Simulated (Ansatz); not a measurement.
The relaxed structure here is a generated cell of CeO2: the first start was made by placing the elements on the sites of a structure type, and the end was not matched to a known phase here, so it may be hypothetical. Known forms of CeO2 include space group No. 225.

A relaxed structure of CeO2. Space group P6₄22 (No. 181). Level of theory: PBE (plane waves to 420 eV, PAW, scalar-relativistic; Ansatz, a quantum-chemistry and plane-wave program).

```xyz
9
Lattice="6.7552 0.0000 0.0000 -3.3776 5.8502 0.0000 0.0000 0.0000 7.3965" Properties=species:S:1:pos:R:3 pbc="T T T"
Ce     3.3776     0.0000     3.6983
Ce    -1.6888     2.9251     6.1638
Ce     1.6888     2.9251     1.2328
O      2.2383     1.2923     2.4655
O      4.5169     1.2923     4.9310
O      3.3776     3.2656     0.0000
O     -1.1393     4.5579     4.9310
O      0.0000     2.5846     0.0000
O      1.1393     4.5579     2.4655
```

```yaml
volume_per_atom: 32.48 Å³
density: 2.93 g/cm³
band_gap: 1.72 eV, direct at Γ (no spin-orbit coupling)
magnetic_moment: zero (the starting moments vanished)
shortest_distances: Ce–O 2.12 Å; O–O 3.36 Å
k-mesh: 6×6×5
```

Band energies at high-symmetry points (eV from the VBM; labels of this space group; no spin-orbit coupling), from −5 eV up to 6.0 eV:

```json
[
 {"point": "Γ", "energies": "-2.53 -2.51 -2.51 -2.29 -2.29 -2.15 -1.91 -1.68 -1.68 -1.40 -1.40 -1.25 -1.25 -1.09 -0.89 -0.17 -0.17 0.00 1.72 1.74 1.74 1.76 1.76 1.76 1.78 1.78 1.83 1.91 1.93 1.93 1.96 2.06 2.15 2.15 2.29 2.30 2.30 2.41 2.41 4.11 5.69"},
 {"point": "M", "energies": "-2.53 -2.46 -2.35 -2.19 -2.17 -1.81 -1.78 -1.77 -1.64 -1.62 -1.48 -1.25 -1.17 -0.95 -0.95 -0.67 -0.45 -0.33 1.75 1.76 1.78 1.78 1.81 1.82 1.84 1.85 1.87 1.90 1.94 1.97 1.99 2.03 2.03 2.08 2.10 2.25 2.35 2.39 2.45 5.26 5.47"},
 {"point": "K", "energies": "-2.41 -2.41 -2.35 -2.25 -2.25 -1.90 -1.83 -1.64 -1.64 -1.48 -1.48 -1.29 -1.25 -0.85 -0.76 -0.76 -0.52 -0.52 1.76 1.77 1.77 1.78 1.81 1.81 1.88 1.88 1.88 1.89 1.90 1.90 2.03 2.03 2.03 2.15 2.15 2.23 2.23 2.41 2.45 5.68 5.68 5.82 5.90"},
 {"point": "A", "energies": "-2.51 -2.51 -2.45 -2.45 -2.21 -2.14 -2.02 -1.90 -1.90 -1.38 -1.17 -1.16 -1.16 -0.65 -0.65 -0.60 -0.19 -0.19 1.75 1.75 1.78 1.78 1.79 1.79 1.86 1.88 1.88 1.88 1.91 1.91 1.94 1.94 2.03 2.03 2.19 2.38 2.38 2.41 2.61 4.99 4.99 5.62"},
 {"point": "L", "energies": "-2.52 -2.40 -2.25 -2.25 -2.21 -2.07 -1.77 -1.76 -1.49 -1.44 -1.37 -1.37 -1.10 -1.01 -0.84 -0.66 -0.57 -0.51 1.75 1.76 1.76 1.76 1.78 1.79 1.84 1.86 1.88 1.91 1.95 1.95 1.98 2.08 2.08 2.14 2.25 2.26 2.28 2.29 2.39 5.84 5.89 5.91 5.97"},
 {"point": "H", "energies": "-2.38 -2.38 -2.36 -2.21 -2.12 -2.12 -1.86 -1.86 -1.55 -1.34 -1.34 -1.16 -1.12 -0.91 -0.91 -0.71 -0.71 -0.61 1.75 1.75 1.77 1.78 1.79 1.79 1.83 1.83 1.86 1.92 1.92 1.94 2.06 2.13 2.15 2.15 2.19 2.19 2.24 2.33 2.33 5.82"}
]
```

No spin polarisation in the result: the starting moments vanished. No Hubbard U is applied. The 4f state was not searched, so a lower electronic state may exist.

The run could not lose the symmetry of its start, so the end can be a saddle point.
